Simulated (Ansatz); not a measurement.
Geometry optimisation in Ansatz: input, command and trajectory.

```yaml
crystal:
  lattice:
    - [-5.9652488141, 0.0, 0.0]
    - [-2.9826244071, 5.9652488141, 0.0]
    - [-2.9826244071, 0.0, -5.9652488141]
  atoms:
    - { symbol: Al, position: [0.753360938, 0.4976244398, 0.0007856719] }
    - { symbol: Al, position: [0.0051454161, 0.499147808, 0.5008501728] }
    - { symbol: Al, position: [0.5017306217, 0.9978107701, 0.9982768521] }
    - { symbol: Al, position: [0.7469021324, 0.0004833199, 0.5011820597] }
    - { symbol: Al, position: [0.2556528475, 0.4961904672, 0.0016156605] }
    - { symbol: Al, position: [0.5040641949, 0.4974836395, 0.4964724298] }
    - { symbol: Al, position: [0.2506838045, 0.0029726884, 0.4994149976] }
    - { symbol: Ru, position: [0.4973333884, 0.2583977821, 0.2411923556] }
    - { symbol: Ru, position: [0.2474406342, 0.7465913978, 0.2526226272] }
    - { symbol: Ru, position: [0.499922986, 0.7517731623, 0.7491586084] }
    - { symbol: Ru, position: [0.0045531349, 0.2488900953, 0.2500775435] }
    - { symbol: Ru, position: [0.2506614525, 0.2502199482, 0.7467360409] }
    - { symbol: Ru, position: [0.7516083331, 0.7490067958, 0.2441605557] }
    - { symbol: Ru, position: [0.0061131669, 0.7453029066, 0.7514961831] }
    - { symbol: Ru, position: [0.7458286273, 0.2507969202, 0.7473515141] }
  symmetry: { detect: false }
basis:
  ecutwfc: 500
kpoints:
  mp_grid: { grid: [3, 2, 2], shift: [0.0, 0.5, 0.5] }
hamiltonian:
  xc: r2scan
scf:
  occupations: { method: gaussian, width: 0.1 }
  lower_state_search: "off"
output:
  forces: true
  stress: true
  eigenvalues: true
relax:
  adjacent_minimum: "off"
  f_tol: 0.04
  max_steps: 50
  cell: { stress_tol: 0.3 }
```

```bash
ansatz run input.yaml --threads 4 --pin off --max-ram 9216MiB --backend cpu --events-out ev --progress --plain --runs-dir out
```

Computed with Ansatz 0.2.0, DFT r2SCAN, scalar-relativistic, plane waves, PAW.

Of 6 frames 6 are shown, positions in Å and forces in eV/Å; the SCF threshold varies from step to step. Steps run on the plane waves of an earlier cell, with a Pulay correction in the pressure. The basis is chosen afresh for the last frame, the zero of the energies, and can be on the way; energy and pressure step there, also at an unchanged geometry.

```xyz
15
Lattice="-5.9652 0.0000 0.0000 -2.9826 5.9652 0.0000 -2.9826 0.0000 -5.9652" Properties=species:S:1:pos:R:3:forces:R:3 pbc="T T T" step=1 free_energy_over_end_meV_per_atom=28.51 pressure_GPa=-3.89
Al   -5.9806    2.9685   -0.0047    0.0930   -0.0390    0.2230
Al   -3.0133    2.9775   -2.9877    0.4260    0.1210   -0.0570
Al   -8.9465    5.9522   -5.9550    0.0630   -0.0260    0.0070
Al   -5.9517    0.0029   -2.9897   -0.0260   -0.0580    0.3470
Al   -3.0098    2.9599   -0.0096    0.3520    0.4110    0.2850
Al   -5.9715    2.9676   -2.9616   -0.0710    0.1100   -0.0270
Al   -2.9938    0.0177   -2.9791    0.0390   -0.1760   -0.0250
Ru   -4.4568    1.5414   -1.4388   -0.6290   -1.1240   -0.2600
Ru   -4.4563    4.4536   -1.5070    0.0560    0.6770    0.4740
Ru   -7.4589    4.4845   -4.4689    0.5000    0.0860   -0.2830
Ru   -1.5154    1.4847   -1.4918    0.5970   -0.2720    0.3760
Ru   -4.4688    1.4926   -4.4545    0.1900   -0.3670   -0.5070
Ru   -7.4458    4.4680   -1.4565   -0.6320    0.3720   -0.0820
Ru   -4.5009    4.4459   -4.4829   -0.2120    0.5710   -0.1550
Ru   -7.4262    1.4961   -4.4581   -0.7440   -0.2850   -0.3150
15
Lattice="-5.8072 -0.0115 0.0148 -2.8921 5.9163 0.0017 -2.8888 0.0000 -5.9155" Properties=species:S:1:pos:R:3:forces:R:3 pbc="T T T" step=2 free_energy_over_end_meV_per_atom=5.22 pressure_GPa=2.88
Al   -5.8099    2.9723    0.0164    0.0790    0.2750    0.0370
Al   -2.9013    2.9579   -2.9532    0.0810    0.0030    0.0240
Al   -8.6856    5.8975   -5.8952   -0.0370    0.0650    0.0270
Al   -5.7946   -0.0095   -2.9726   -0.0590   -0.0090   -0.2040
Al   -2.9121    2.9155    0.0017    0.1160   -0.1300    0.0680
Al   -5.8034    2.9450   -2.9362    0.0430    0.0340    0.0170
Al   -2.8983    0.0006   -2.9203    0.0130   -0.0150    0.2400
Ru   -4.3930    1.4327   -1.4253   -0.1640    0.1310   -0.1590
Ru   -4.2973    4.4750   -1.4326    0.0880   -0.2280   -0.1360
Ru   -7.1789    4.4666   -4.4578   -0.0320   -0.1600    0.1060
Ru   -1.3923    1.4342   -1.4269    0.0040    0.1450   -0.2020
Ru   -4.2964    1.4364   -4.4599    0.0780    0.1900    0.1100
Ru   -7.3068    4.4688   -1.4218   -0.0130   -0.2020   -0.1510
Ru   -4.3919    4.4705   -4.4632   -0.1080   -0.1820    0.1250
Ru   -7.2947    1.4377   -4.4504   -0.0880    0.0850    0.0970
15
Lattice="-5.8522 -0.0155 0.0154 -2.9106 5.9357 0.0068 -2.9107 -0.0068 -5.9353" Properties=species:S:1:pos:R:3:forces:R:3 pbc="T T T" step=3 free_energy_over_end_meV_per_atom=0.69 pressure_GPa=-0.32
Al   -5.8468    3.0129    0.0241    0.0090    0.0700   -0.0080
Al   -2.9116    2.9630   -2.9594   -0.0030   -0.0010    0.0130
Al   -8.7516    5.9168   -5.9126    0.0040    0.0070   -0.0080
Al   -5.8470   -0.0182   -3.0085    0.0100    0.0000   -0.0570
Al   -2.9230    2.9001    0.0141    0.0000   -0.0550    0.0020
Al   -5.8432    2.9527   -2.9488    0.0110    0.0000   -0.0010
Al   -2.9213   -0.0084   -2.8962   -0.0140   -0.0070    0.0720
Ru   -4.4472    1.4441   -1.4394   -0.0800    0.0430   -0.0470
Ru   -4.3134    4.4676   -1.4402    0.0770   -0.0300   -0.0560
Ru   -7.2300    4.4678   -4.4613    0.0790   -0.0700    0.0500
Ru   -1.3950    1.4511   -1.4456    0.0990    0.0390   -0.0470
Ru   -4.3141    1.4460   -4.4637    0.0720    0.0360    0.0400
Ru   -7.3642    4.4633   -1.4344   -0.1100   -0.0540   -0.0350
Ru   -4.4355    4.4707   -4.4653   -0.0680   -0.0420    0.0320
Ru   -7.3662    1.4362   -4.4595   -0.0860    0.0630    0.0510
15
Lattice="-5.8556 -0.0179 0.0176 -2.9099 5.9305 0.0080 -2.9102 -0.0082 -5.9318" Properties=species:S:1:pos:R:3:forces:R:3 pbc="T T T" step=4 free_energy_over_end_meV_per_atom=-0.05 pressure_GPa=-0.24
Al   -5.8466    3.0322    0.0260   -0.0090    0.0310   -0.0220
Al   -2.9097    2.9588   -2.9541   -0.0330   -0.0090   -0.0030
Al   -8.7524    5.9120   -5.9078    0.0070   -0.0070   -0.0030
Al   -5.8497   -0.0211   -3.0263    0.0210    0.0050   -0.0610
Al   -2.9210    2.8766    0.0176   -0.0390   -0.0560   -0.0150
Al   -5.8416    2.9502   -2.9466    0.0020   -0.0070   -0.0030
Al   -2.9238   -0.0128   -2.8709   -0.0170    0.0030    0.0310
Ru   -4.4663    1.4420   -1.4415    0.0400    0.0460    0.0070
Ru   -4.2983    4.4606   -1.4398   -0.0020   -0.0070   -0.0240
Ru   -7.2190    4.4554   -4.4535   -0.0040   -0.0020    0.0330
Ru   -1.3777    1.4526   -1.4494   -0.0090    0.0090    0.0060
Ru   -4.2985    1.4459   -4.4590    0.0000   -0.0050    0.0310
Ru   -7.3831    4.4530   -1.4340    0.0050   -0.0090    0.0110
Ru   -4.4484    4.4644   -4.4592    0.0170   -0.0140   -0.0040
Ru   -7.3860    1.4351   -4.4515    0.0200    0.0210    0.0160
15
Lattice="-5.8496 -0.0179 0.0184 -2.9069 5.9308 0.0057 -2.9064 -0.0054 -5.9305" Properties=species:S:1:pos:R:3:forces:R:3 pbc="T T T" step=5 free_energy_over_end_meV_per_atom=-0.16 pressure_GPa=0.00
Al   -5.8408    3.0382    0.0206    0.0030    0.0020    0.0060
Al   -2.9097    2.9596   -2.9548    0.0000    0.0010   -0.0010
Al   -8.7412    5.9137   -5.9084   -0.0010   -0.0010    0.0010
Al   -5.8404   -0.0158   -3.0331    0.0020   -0.0040   -0.0020
Al   -2.9219    2.8690    0.0184   -0.0040   -0.0010   -0.0080
Al   -5.8349    2.9507   -2.9461    0.0010    0.0010    0.0010
Al   -2.9221   -0.0134   -2.8641    0.0000    0.0040    0.0010
Ru   -4.4591    1.4465   -1.4413    0.0120    0.0010   -0.0050
Ru   -4.2903    4.4627   -1.4434    0.0180    0.0030    0.0060
Ru   -7.2102    4.4556   -4.4505   -0.0120   -0.0040    0.0040
Ru   -1.3750    1.4541   -1.4497   -0.0140    0.0040   -0.0010
Ru   -4.2896    1.4480   -4.4576    0.0140   -0.0030   -0.0070
Ru   -7.3796    4.4537   -1.4338   -0.0140    0.0040    0.0040
Ru   -4.4442    4.4651   -4.4604    0.0110    0.0000    0.0030
Ru   -7.3792    1.4390   -4.4487   -0.0180   -0.0060   -0.0030
15
Lattice="-5.8496 -0.0179 0.0184 -2.9069 5.9308 0.0057 -2.9064 -0.0054 -5.9305" Properties=species:S:1:pos:R:3:forces:R:3 pbc="T T T" step=6 free_energy_over_end_meV_per_atom=0.00 pressure_GPa=-0.01
Al   -5.8408    3.0382    0.0206    0.0030    0.0020    0.0060
Al   -2.9097    2.9596   -2.9548    0.0000    0.0010   -0.0010
Al   -8.7412    5.9137   -5.9084   -0.0010   -0.0010    0.0010
Al   -5.8404   -0.0158   -3.0331    0.0020   -0.0040   -0.0020
Al   -2.9219    2.8690    0.0184   -0.0040   -0.0010   -0.0080
Al   -5.8349    2.9507   -2.9461    0.0010    0.0010    0.0010
Al   -2.9221   -0.0134   -2.8641    0.0000    0.0040    0.0010
Ru   -4.4591    1.4465   -1.4413    0.0120    0.0010   -0.0050
Ru   -4.2903    4.4627   -1.4434    0.0180    0.0030    0.0060
Ru   -7.2102    4.4556   -4.4505   -0.0120   -0.0040    0.0040
Ru   -1.3750    1.4541   -1.4497   -0.0140    0.0040   -0.0010
Ru   -4.2896    1.4480   -4.4576    0.0140   -0.0030   -0.0070
Ru   -7.3796    4.4537   -1.4338   -0.0140    0.0040    0.0040
Ru   -4.4442    4.4651   -4.4604    0.0110    0.0000    0.0030
Ru   -7.3792    1.4390   -4.4487   -0.0180   -0.0060   -0.0030
```

The run took 93 s on 4 threads of Intel(R) Xeon(R) Platinum 8259CL CPU @ 2.50GHz (Skylake/Cascade Lake), with other jobs on the host, peak memory 1.2 GiB.

The k mesh is coarse.